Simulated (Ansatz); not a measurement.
# BaZrO3 (Pm-3m), stationary points along a deformation path

Computed with DFT r2SCAN, scalar-relativistic, plane waves, PAW (Ansatz 0.2.0). The runs took a 500 eV cutoff, a Γ-centred 6×6×6 mesh and Gaussian smearing (0.05 eV). Spin–orbit coupling is left out, which matters for the heavy elements here. No spin polarisation. Energies are free energies at this smearing, counted from the undisturbed cell; pressure is positive in compression.

The starting cell (as given, not relaxed at this level; it stands at 2.9 GPa, and it needn't be the usual structure):

```
Ba Zr O
1.0
     4.18150    0.00000    0.00000
     0.00000    4.18150    0.00000
     0.00000    0.00000    4.18150
Ba Zr O
1 1 3
Direct
  0.50000 0.50000 0.50000
  0.00000 0.00000 0.00000
  0.50000 0.00000 0.00000
  0.00000 0.50000 0.00000
  0.00000 0.00000 0.50000
```

At fixed volume and fractional coordinates, lengths along (0.000, 0.000, 1.000) are scaled against those across it; ρ is that ratio over its starting value. V = 14.623 Å³/atom. Δσ is the stress along the axis less the mean stress across it (compression positive).

| ρ | ΔE (meV/atom) | Δσ (GPa) | space group |
| --- | --- | --- | --- |
| 0.650 | 2439.7 | 223.54 | P4/mmm |
| 0.707 | 1430.0 | 168.39 | P4/mmm |
| 0.780 | 639.8 | 99.31 | P4/mmm |
| 0.850 | 243.4 | 54.52 | P4/mmm |
| 0.920 | 58.0 | 23.99 | P4/mmm |
| 0.960 | 13.3 | 10.90 | P4/mmm |
| 1.000 | 0.0 | 0.00 | Pm-3m |
| 1.050 | 17.4 | -11.48 | P4/mmm |
| 1.100 | 64.1 | -21.41 | P4/mmm |
| 1.200 | 224.0 | -38.90 | P4/mmm |
| 1.300 | 453.1 | -55.42 | P4/mmm |
| 1.414 | 784.8 | -74.73 | P4/mmm |
| 1.500 | 1080.4 | -90.07 | P4/mmm |

How does the stress give the slope of the energy, and where is the energy stationary?

Along the path d ln(length) is 2/3 d ln ρ on the axis and −1/3 d ln ρ across it, so dE/d ln ρ = −(2/3) V Δσ: the energy falls with ρ where Δσ is positive. Δσ vanishes or changes sign at ρ = 1.000 (Pm-3m), a minimum at 0.0 meV/atom. Pairs of stationary points between two samples would go unseen, and could change a minimum read from distant neighbours into a maximum. At ρ = 1.000 the cell is cubic, where symmetry alone makes the stress isotropic and the slope zero.

Which shear constant sets the curvature at ρ = 1?

For a cubic crystal E/V = (2/3) C (ln ρ)² with C = C′ = (C11 − C12)/2, so Δσ = −2C ln ρ. The parabola of Δσ against ln ρ through ρ = 0.960, 1 and 1.050 gives C ≈ 126 GPa with the ions clamped, rough because the steps are large. It is the stress–strain coefficient at this cell's pressure of 2.9 GPa, not the zero-pressure constant.

Integrate that slope from ρ = 1 to 0.850 by the trapezoid rule.

With V/N in Å³ and 1 eV/Å³ = 160.2 GPa the slopes at ρ = 1.000, 0.960, 0.920, 0.850 are 0, -663, -1460, -3317 meV/atom per unit of ln ρ. The steps add 13.5 + 45.2 + 189.0 = 247.7 meV/atom, against 243.4 from the energies; the trapezoid rule misses the curvature of the slope within each step.

The gap closes along the scan, which can put kinks into the curve.

Cost: 13 runs of about 2.1 core-minutes in all, on Oxide Virtual Turin-like Processor (Zen 5) (shared hosts).